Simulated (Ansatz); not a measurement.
All numbers below come from DFT PBE, scalar-relativistic, plane waves, PAW in Ansatz 0.2.0. All cells share a 420 eV cutoff and Γ-centred k meshes spaced at most about 0.3 Å⁻¹ (about 0.25 or finer for metals, 2π included). No spin polarisation in the final relaxations.

Temperature and zero-point effects are left out. All come from trial cells, and lower structures may exist.

Task: These unrelaxed guesses for Cu4O are each relaxed within their symmetry. Order them by the energy at which they end, lowest first.
A.

```
Cu O
1.0
     4.89114    0.00000    0.00000
    -2.44557    4.23585    0.00000
     0.00000    0.00000    6.59258
Cu O
4 1
Direct
  0.00000 0.00000 0.00000
  0.50000 0.00000 0.00000
  0.00000 0.50000 0.00000
  0.50000 0.50000 0.00000
  0.00000 0.00000 0.50000
```

B.

```
Cu O
1.0
     3.93911    0.00000    0.00000
     0.00000    3.93911    0.00000
     0.00000    0.00000    3.93911
Cu O
4 1
Direct
  0.00000 0.00000 0.00000
  0.50000 0.50000 0.00000
  0.50000 0.00000 0.50000
  0.00000 0.50000 0.50000
  0.50000 0.50000 0.50000
```

C.

```
Cu O
1.0
    -2.71692    2.71692    2.71692
     2.71692   -2.71692    2.71692
     2.71692    2.71692   -2.71692
Cu O
4 1
Direct
  0.00000 0.00000 0.74631
  0.74631 0.00000 0.00000
  0.00000 0.74631 0.00000
  0.25369 0.25369 0.25369
  0.00000 0.00000 0.00000
```

Result: B (ends in Pm-3m, 0 meV/atom), C (ends in I-43m, 183 meV/atom), A (ends in P6/mmm, 0.31 eV/atom). Even the lowest end lies +0.10 eV/atom against the elements.

No Hubbard U is applied to the 3d shell of Cu. Cells relaxed within their symmetry can be saddle points. Some candidate types were left out of the draw beforehand, so a known form may be missing.
